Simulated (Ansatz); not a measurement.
KCu₄Se₃ in space group P4/mmm (No. 123; Cu on 4i, Se on 1c, Se on 2g, K on 1d), the program Ansatz at the PBEsol level (PAW), all energies at zero smearing, with the estimated change up to a 700 eV cutoff added, with one set of potentials and settings (totals compare only within such a set). Cell of 8 atoms (4 Cu, 3 Se, 1 K): -44146.569 eV.

| element | reference phase | E (eV/atom) |
|---|---|---|
| Cu | Fm-3m, 1 atoms in the cell | -6588.7768 |
| Se | P3_121, 3 atoms in the cell | -5424.2079 |
| K | Im-3m, 1 atoms in the cell | -1516.0300 |

Formation energy per atom, worked out: (-44146.569 − 4×(-6588.7768) − 3×(-5424.2079) − 1×(-1516.0300))/8 = -0.351 eV/atom (-34 kJ per mol of atoms), at 0 K, without zero-point energy or fitted corrections.

The workflow started from an entry of the Crystallography Open Database (COD, 293 K). Its standing as an ambient phase is unchecked. The PBEsol relaxation kept the symmetry of its start; its stability against distortions is not shown here. No spin polarisation was allowed. The references are the lowest solids computed at this level, not always the standard phases.

Potentials: the later of the program's two PAW sets.
